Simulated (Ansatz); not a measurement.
Values for one crystal, relaxed and computed with PBEsol in the plane-wave PAW code Ansatz; other levels are named.

- Volume per atom = 15.93 Å³
- Electronic character = metallic (no gap)
- Density of states at the Fermi level = 0.31 states/eV per atom (mean over ±0.08 eV)
- Gap with spin–orbit coupling = none (metallic)
- Pressure derivative B′ = 4.2
- Hill bulk and shear moduli = 318 and 142 GPa
- Bulk modulus (Birch–Murnaghan fit) = 318 GPa

**Question.** Which compound is it?
A) La, diamond
B) Mg, A15 (β-W type)
C) W, A15 (β-W type)
D) Mg, hcp (Mg type)

**Answer.** C, W, A15 (β-W type)

Space group Pm-3n (A15 (β-W type)). The workflow started from an entry of the Crystallography Open Database (COD), which files this formula under 6 space groups. It is not the phase usual at ambient conditions (space group No. 229). The cell was relaxed with PBEsol under the symmetry of its start; its stability against distortions is not shown here. No spin polarisation was allowed. As this level gives no gap, shear constants depend on the k-mesh and smearing (Fermi–Dirac, 0.1 eV here). Scalar-relativistic: spin–orbit coupling is off unless named, which matters more the heavier the elements.

Potentials: the earlier of the program's two PAW sets. The files were generated under PBE; for other functionals the program regenerates the frozen cores, and for LDA and PBEsol the local potential too.
